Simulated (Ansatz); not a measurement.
## Ansatz 0.2.0, vacancy hop by nudged elastic band: SnSe2

Input:

```yaml
crystal:
  lattice:
    - [7.71447342, 8.2e-07, 0.0]
    - [-3.857236, 6.68093036, 0.0]
    - [0.0, 0.0, 12.417728]
  atoms:
    - { symbol: Sn, position: [0.00136142, 0.00089175, 0.00184862] }
    - { symbol: Se, position: [0.16810215, 0.33299783, 0.1248808] }
    - { symbol: Se, position: [0.33539031, 0.16756655, 0.37652058] }
    - { symbol: Sn, position: [-0.00146991, -0.0019387, 0.50066502] }
    - { symbol: Se, position: [0.1646899, 0.32774197, 0.62198178] }
    - { symbol: Se, position: [0.33414199, 0.16238181, 0.8737638] }
    - { symbol: Sn, position: [0.00409865, 0.49973062, 0.00131345] }
    - { symbol: Se, position: [0.17330613, 0.83377143, 0.12570503] }
    - { symbol: Se, position: [0.32669171, 0.66255274, 0.37773387] }
    - { symbol: Sn, position: [0.00031938, 0.49591597, 0.49819273] }
    - { symbol: Se, position: [0.1642363, 0.83221564, 0.62407788] }
    - { symbol: Se, position: [0.33268369, 0.66627878, 0.87727898] }
    - { symbol: Sn, position: [0.49971356, -0.00174556, 6.767e-05] }
    - { symbol: Se, position: [0.66701388, 0.33285548, 0.1230274] }
    - { symbol: Se, position: [0.83041256, 0.16283071, 0.37674498] }
    - { symbol: Sn, position: [0.49978116, -0.00376316, 0.50072217] }
    - { symbol: Se, position: [0.83224785, 0.16447407, 0.87596573] }
    - { symbol: Sn, position: [0.49726611, 0.50348402, 0.0019328] }
    - { symbol: Se, position: [0.66194893, 0.83448308, 0.12514645] }
    - { symbol: Se, position: [0.82944683, 0.67008423, 0.38105265] }
    - { symbol: Sn, position: [0.50045636, 0.49717634, 0.50102621] }
    - { symbol: Se, position: [0.67031859, 0.83565897, 0.62526792] }
    - { symbol: Se, position: [0.83019387, 0.66942881, 0.87491034] }
kpoints:
  mp_grid: { grid: [2, 2, 1] }
magnetization:
  spin_polarized: false
scf:
  occupations: { method: fermi_dirac, width: 0.1 }
hamiltonian:
  pseudopotentials: { kind: paw }
  xc: pbe
basis:
  ecutwfc: 420
neb:
  images: 3
  relax_end_points: true
  climbing: true
  f_tol: 0.1
  max_iterations: 40
  order_check: false
  final_atoms:
    - { symbol: Sn, position: [0.00136142, 0.00089175, 0.00184862] }
    - { symbol: Se, position: [0.16810215, 0.33299783, 0.1248808] }
    - { symbol: Se, position: [0.33539031, 0.16756655, 0.37652058] }
    - { symbol: Sn, position: [-0.00146991, -0.0019387, 0.50066502] }
    - { symbol: Se, position: [0.1646899, 0.32774197, 0.62198178] }
    - { symbol: Se, position: [0.33414199, 0.16238181, 0.8737638] }
    - { symbol: Sn, position: [0.00409865, 0.49973062, 0.00131345] }
    - { symbol: Se, position: [0.17330613, 0.83377143, 0.12570503] }
    - { symbol: Se, position: [0.32669171, 0.66255274, 0.37773387] }
    - { symbol: Sn, position: [0.00031938, 0.49591597, 0.49819273] }
    - { symbol: Se, position: [0.1642363, 0.83221564, 0.62407788] }
    - { symbol: Se, position: [0.33268369, 0.66627878, 0.87727898] }
    - { symbol: Sn, position: [0.49971356, -0.00174556, 6.767e-05] }
    - { symbol: Se, position: [0.66701388, 0.33285548, 0.1230274] }
    - { symbol: Se, position: [0.83041256, 0.16283071, 0.37674498] }
    - { symbol: Sn, position: [0.49978116, -0.00376316, 0.50072217] }
    - { symbol: Se, position: [0.83224785, 0.16447407, 0.87596573] }
    - { symbol: Sn, position: [0.49726611, 0.50348402, 0.0019328] }
    - { symbol: Se, position: [0.66194893, 0.83448308, 0.12514645] }
    - { symbol: Se, position: [0.82944683, 0.67008423, 0.38105265] }
    - { symbol: Sn, position: [0.50045636, 0.49717634, 0.50102621] }
    - { symbol: Se, position: [0.67031859, 0.83565897, 0.62526792] }
    - { symbol: Se, position: [0.66299994, 0.33439551, 0.62330537] }
```

Run with:

```bash
ansatz run input.yaml --threads 4 --pin off --max-ram 8192MiB --backend cpu --events-out ev --progress --plain --runs-dir out
```

Origin of the cell: a database entry, scaled a little.

The cell is 2×2×2 cells of SnSe2 with one Se taken out; atom 23 (Se) hops into the empty site, 3.84 Å away before the end points are relaxed. All atoms were shaken by about 0.02 Å first.

Output (shortened):

```
SCF iter   1: F=—  HF=-130235.666826 eV  Δρ=2.32e-3  dr2=5.61e-2  defer=28
SCF iter   2: F=—  HF=-130235.668129 eV  Δρ=1.61e-3  dr2=5.16e-2  defer=77
SCF iter   3: F=—  HF=-130235.654602 eV  Δρ=4.18e-4  dr2=2.74e-3  defer=77
[… 3 lines left out …]
SCF iter   7: F=—  HF=-130235.654348 eV  Δρ=1.06e-5  dr2=9.21e-7  defer=76
SCF iter   8: F=—  HF=-130235.654348 eV  Δρ=4.31e-6  dr2=2.34e-7  defer=76
SCF iter   9: F=-130235.654348 eV  HF=-130235.654348 eV  Δρ=1.46e-6  dr2=2.50e-8
NEB iter   1: max|band force component| = 6.954e-1 eV/Å  barrier→ = 1.7999 eV  barrier← = 1.8003 eV  Δτ_max = 0.2000 Å  (49 SCF iters)
NEB iter   2: max|band force component| = 6.543e-1 eV/Å  barrier→ = 1.7186 eV  barrier← = 1.7190 eV  Δτ_max = 0.1163 Å  (31 SCF iters)
NEB iter   3: max|band force component| = 3.208e-1 eV/Å  barrier→ = 1.5617 eV  barrier← = 1.5621 eV  CI = image 2  Δτ_max = 0.1072 Å  (29 SCF iters)
NEB iter   4: max|band force component| = 1.570e-1 eV/Å  barrier→ = 1.5108 eV  barrier← = 1.5111 eV  CI = image 2  Δτ_max = 0.0517 Å  (27 SCF iters)
NEB iter   5: max|band force component| = 1.639e-1 eV/Å  barrier→ = 1.4890 eV  barrier← = 1.4894 eV  CI = image 2  Δτ_max = 0.0259 Å  (25 SCF iters)
NEB iter   6: max|band force component| = 1.732e-1 eV/Å  barrier→ = 1.4801 eV  barrier← = 1.4805 eV  CI = image 2  Δτ_max = 0.0517 Å  (21 SCF iters)
NEB iter   7: max|band force component| = 1.889e-1 eV/Å  barrier→ = 1.4615 eV  barrier← = 1.4618 eV  CI = image 2  Δτ_max = 0.1037 Å  (23 SCF iters)
NEB iter   8: max|band force component| = 1.761e-1 eV/Å  barrier→ = 1.4228 eV  barrier← = 1.4231 eV  CI = image 2  Δτ_max = 0.2000 Å  (24 SCF iters)
NEB iter   9: max|band force component| = 1.637e-1 eV/Å  barrier→ = 1.3606 eV  barrier← = 1.3610 eV  CI = image 2  Δτ_max = 0.1004 Å  (27 SCF iters)
NEB iter  10: max|band force component| = 1.417e-1 eV/Å  barrier→ = 1.3409 eV  barrier← = 1.3413 eV  CI = image 2  Δτ_max = 0.1379 Å  (25 SCF iters)
NEB iter  11: max|band force component| = 1.774e-1 eV/Å  barrier→ = 1.3114 eV  barrier← = 1.3118 eV  CI = image 2  Δτ_max = 0.0690 Å  (27 SCF iters)
NEB iter  12: max|band force component| = 1.423e-1 eV/Å  barrier→ = 1.3097 eV  barrier← = 1.3101 eV  CI = image 2  Δτ_max = 0.0621 Å  (25 SCF iters)
NEB iter  13: max|band force component| = 1.061e-1 eV/Å  barrier→ = 1.2908 eV  barrier← = 1.2912 eV  CI = image 2  Δτ_max = 0.0691 Å  (24 SCF iters)
NEB iter  14: max|band force component| = 7.839e-2 eV/Å  barrier→ = 1.2816 eV  barrier← = 1.2820 eV  CI = image 2  Δτ_max = 0.0548 Å  (24 SCF iters)
NEB iter  15: max|band force component| = 1.187e-1 eV/Å  barrier→ = 1.2739 eV  barrier← = 1.2743 eV  CI = image 2  Δτ_max = 0.0690 Å  (8 SCF iters)
NEB iter  16: max|band force component| = 6.157e-2 eV/Å  barrier→ = 1.2706 eV  barrier← = 1.2710 eV  CI = image 2  Δτ_max = 0.0307 Å  (26 SCF iters)
NEB iter  17: max|band force component| = 6.210e-2 eV/Å  barrier→ = 1.2683 eV  barrier← = 1.2687 eV  CI = image 2  Δτ_max = 0.0000 Å  (7 SCF iters)
--- NEB band (5 images, 17 band iterations, 422 SCF iterations, 260 more in tests of the images' electronic states and relaxations of end points) ---
  forward barrier  = 1.268330 eV
  backward barrier = 1.268709 eV
  lagrangian_above_aufbau_ev (what the smearing adds, to first order; not taken off the barriers): saddle image -0.127844 eV, end points -0.070651 and -0.069716 eV
  climbing image's point = of an order that was not read
  energies are F+E_penalty+E_count in eV, relative to image 0
  image     s (Å)  Δ vs image 0  max|band force component| (eV/Å)
      0    0.0000      0.000000                                 —
      1    1.3573      0.539233                          6.210e-2
  *   2    2.7205      1.268330                          3.277e-2
      3    3.9338      0.869076                          5.554e-2
      4    5.1482     -0.000379                                 —
```

The converged band:

| image | path over all atoms (Å) | ΔF (eV) | Se x | y | z (Å) |
| --- | --- | --- | --- | --- | --- |
| 0 | 0.00 | 0.000 | 3.96 | 4.50 | 10.78 |
| 1 | 1.36 | 0.539 | 4.10 | 4.07 | 10.35 |
| 2 | 2.72 | 1.268 | 4.53 | 3.19 | 9.53 |
| 3 | 3.93 | 0.869 | 4.13 | 2.85 | 8.49 |
| 4 | 5.15 | 0.000 | 3.86 | 2.40 | 7.83 |

Highest image (2), forces in eV/Å:

```xyz
23
Lattice="7.714 0.000 0.000 -3.857 6.681 0.000 0.000 0.000 12.418" Properties=species:S:1:pos:R:3:forces:R:3 pbc="T T T" image=2
Sn   -0.056   -0.157   -0.273    0.003   -0.007    0.014
Se   -0.254    1.955    1.487    0.002    0.003   -0.004
Se    1.924    1.217    4.693    0.011   -0.003    0.005
Sn    0.040    0.047    6.336   -0.011   -0.005   -0.010
Se    0.208    2.258    7.920    0.014   -0.007   -0.004
Se    1.994    1.264   10.724   -0.012   -0.001    0.005
Sn   -1.931    3.287   -0.232    0.013    0.003    0.019
Se   -2.006    5.483    1.392   -0.001   -0.001   -0.007
Se   -0.197    4.628    4.715   -0.005   -0.008    0.007
Sn   -1.905    3.409    6.504   -0.009    0.001    0.033
Se   -1.981    5.682    8.095    0.016    0.015   -0.010
Se    0.117    4.428   10.722    0.007    0.000   -0.004
Sn    3.807   -0.032   -0.124   -0.010    0.001    0.009
Se    3.858    2.225    1.454    0.002    0.011    0.001
Se    5.830    1.192    4.812    0.003   -0.009   -0.005
Sn    3.873    0.064    6.410   -0.011   -0.013   -0.020
Se    5.650    1.121   10.405    0.009    0.002   -0.014
Sn    1.676    3.166    0.181   -0.009   -0.001   -0.012
Se    1.793    5.447    1.552   -0.007   -0.001    0.009
Se    3.890    4.492    4.742   -0.002    0.004    0.002
Sn    1.763    3.513    6.065   -0.007    0.014   -0.009
Se    2.096    5.443    7.935    0.009    0.000    0.002
Se    4.526    3.186    9.526   -0.005    0.001   -0.008
```

Barrier of this path: 1.27 eV forwards, 1.27 eV backwards, after 17 band iterations.

Caveats: the k mesh is coarse if the cell is a metal; a small cell with a neutral vacancy and no spin, whose shape can make like sites unlike; the cell is held at a rescaled volume, and strain moves barriers; the hop was drawn among near neighbours and need not be the easiest path; few images and a loose tolerance, and neither the top nor the ends were tested for their order.

Time: 17 min on 4 threads of Arm Neoverse V1, with other jobs on the host, peak memory 3.8 GiB, from the program's own first density.
